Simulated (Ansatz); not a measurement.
The start is a generated cell, P2W placed in the AFLOW prototype AB2_oP6_58_a_g (C35, as in CaCl2). The cell and all atomic positions are relaxed at zero pressure with PBEsol (plane waves to 420 eV, PAW, scalar-relativistic; Ansatz, a program for electronic structure). First-step values are on the input's coarse k-mesh.

Ansatz input (later rounds restart from its end on a renewed k-mesh):
Ansatz 0.2 input:
```yaml
crystal:
  lattice:
    - [5.0334084, 0, 0]
    - [0, 5.1866692, 0]
    - [0, 0, 3.387871]
  atoms:
    - { symbol: W, position: [0, 0, 0] }
    - { symbol: W, position: [0.5, 0.5, 0.5] }
    - { symbol: P, position: [0.275, 0.325, 0] }
    - { symbol: P, position: [0.775, 0.175, 0.5] }
    - { symbol: P, position: [0.225, 0.825, 0.5] }
    - { symbol: P, position: [0.725, 0.675, 0] }
basis: { ecutwfc: 420, ecutrho_ratio: 4, xc_grid: 2, fft_grid_basis: typed }
kpoints: { mp_grid: { grid: [5, 5, 7] } }
hamiltonian:
  xc: pbesol
  dispersion: none
  pseudopotentials: { kind: paw }
scf: { occupations: { method: fermi_dirac, width: 0.05 } }
relax: { f_tol: 0.01, max_steps: 100, cell: { stress_tol: 0.02 } }
output: { forces: true, stress: true }
```

- Initial pressure: +55 GPa (positive: the cell is compressed)
- Largest initial force: about 0.9 eV/Å, on P3, P4, P5, P6 (atoms numbered as listed)
- Outcome: The space group goes from Pnnm (No. 58) to P4₂/mnm (No. 136), with 6 atoms in the primitive cell
- Energy released: 0.85 eV/atom
- Volume change: +24.7 %, from 14.74 to 18.38 Å³/atom
- Band gap at the end: zero (metallic)
- Optimiser moves: 18

Relaxed structure:

Space group P4₂/mnm (No. 136); a = b = 6.0179 Å, c = 3.0453 Å, α = β = γ = 90.00°

| atom | site | symmetry | x | y | z |
|---|---|---|---|---|---|
| W | 2a | m.mm | 0.0000 | 0.0000 | 0.0000 |
| P | 4g | m.2m | 0.2135 | 0.2135 | 0.5000 |

Final values are on a 8×8×15 k-mesh of the relaxed cell. No spin polarisation in the result.

The run could not lose the symmetry of its start: the end is stationary, and may be a saddle point rather than a minimum.

The relaxed structure here is a generated cell of P2W: the first start was made by placing the elements on the sites of a structure type, and the end was not matched to a known phase here, so it may be hypothetical.
